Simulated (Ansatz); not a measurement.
## Relaxing an invented La2O structure

All numbers below come from DFT PBE, scalar-relativistic, plane waves, PAW in Ansatz 0.2.0. Cutoff 420 eV, Gaussian smearing, Γ-centred meshes. Cell and atoms relax first on a coarse mesh and then on a finer one. In between, the cell is made exact in the group found at 0.06 Å. In metals the finer mesh still leaves noise of several meV/atom or more. The steps can't lower the symmetry of their start. No spin polarisation.

The cell of La2O is invented: random cell by space group and Wyckoff sites (P4/mbm, No. 127). The dimensions are guesses.

```cif
data_structure
_symmetry_space_group_name_H-M 'P4/mbm'
_symmetry_Int_Tables_number 127
_cell_length_a 6.3598
_cell_length_b 6.3598
_cell_length_c 4.0794
_cell_angle_alpha 90.000
_cell_angle_beta 90.000
_cell_angle_gamma 90.000
_cell_volume 165.00
loop_
_atom_site_label
_atom_site_type_symbol
_atom_site_symmetry_multiplicity
_atom_site_Wyckoff_symbol
_atom_site_fract_x
_atom_site_fract_y
_atom_site_fract_z
_atom_site_occupancy
La1 La 4 h 0.78241 0.28241 0.50000 1
O1 O 2 b 0.00000 0.00000 0.50000 1
```

Formation energies are uncorrected and refer to the elements' standard structures at the same level (O₂ as a molecule).

Task: What does it relax into?

Result: The symmetry stays P4/mbm (No. 127). The volume per atom grows by 1.8 %, from 27.5 to 28.0 Å³. The shortest distance goes from 2.27 Å (La–O) to 2.45 Å (La–O). The ratio c/a of the conventional cell changes by a factor of 0.87. The energy falls by about 0.29 eV/atom (the start's value is from the coarse mesh). Conventional cell: a = 6.707 Å, c = 3.733 Å. La has 2 O at 2.45 Å, 5 La at 3.47–3.50 Å and 2 La at 3.73 Å; around O lie 4 La at 2.45 Å.

```cif
data_structure
_symmetry_space_group_name_H-M 'P 1'
_symmetry_Int_Tables_number 1
_cell_length_a 6.7074
_cell_length_b 6.7074
_cell_length_c 3.7328
_cell_angle_alpha 90.000
_cell_angle_beta 90.000
_cell_angle_gamma 90.000
_cell_volume 167.94
loop_
_atom_site_label
_atom_site_type_symbol
_atom_site_fract_x
_atom_site_fract_y
_atom_site_fract_z
_atom_site_occupancy
La1 La 0.81544 0.31544 0.50000 1
La2 La 0.18456 0.68456 0.50000 1
La3 La 0.68456 0.81544 0.50000 1
La4 La 0.31544 0.18456 0.50000 1
O1 O 0.00000 0.00000 0.50000 1
O2 O 0.50000 0.50000 0.50000 1
```

Task: Give its energy and gap.

Result: The energy over the elements is −1.49 eV/atom and the gap on the 6×6×10 mesh of the 6-atom cell is 0 eV (a metal).

Whether it is stable depends on the other phases of the system, which aren't compared here.

The last run used Gaussian smearing of 0.10 eV. Symmetry constrained the relaxation, so the result can be a saddle point.
